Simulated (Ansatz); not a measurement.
Values for one crystal, relaxed and computed with DFT-PBE in the program Ansatz with PAW potentials; other levels are named.

```yaml
volume_per_atom: 13.73 Å³
electronic_character: metallic (no gap)
Formation energy from the elements (no fitted shifts): -0.30 eV/atom
Density of states at the Fermi level: 0.34 states/eV per atom (mean over ±0.08 eV)
```

Task: Pick the material that matches.
A. NiGe, Pnma (Ni on 4c, Ge on 4c)
B. WC, Pnma (W on 4c, C on 4c)
C. TiGe, P6_3/mmc (Ti on 4f, Ge on 2a, Ge on 2d)
D. La3Ge5, Fdd2 (Pearson symbol oF64)

Result: A, NiGe, Pnma (Ni on 4c, Ge on 4c)

The cell was relaxed with PBE under the symmetry of its start. The run is not spin-polarised. The references are the lowest solids computed at this level, not always the standard phases. Scalar-relativistic: spin–orbit coupling is off unless named, which matters more the heavier the elements.

Potentials: the later of the program's two PAW sets.
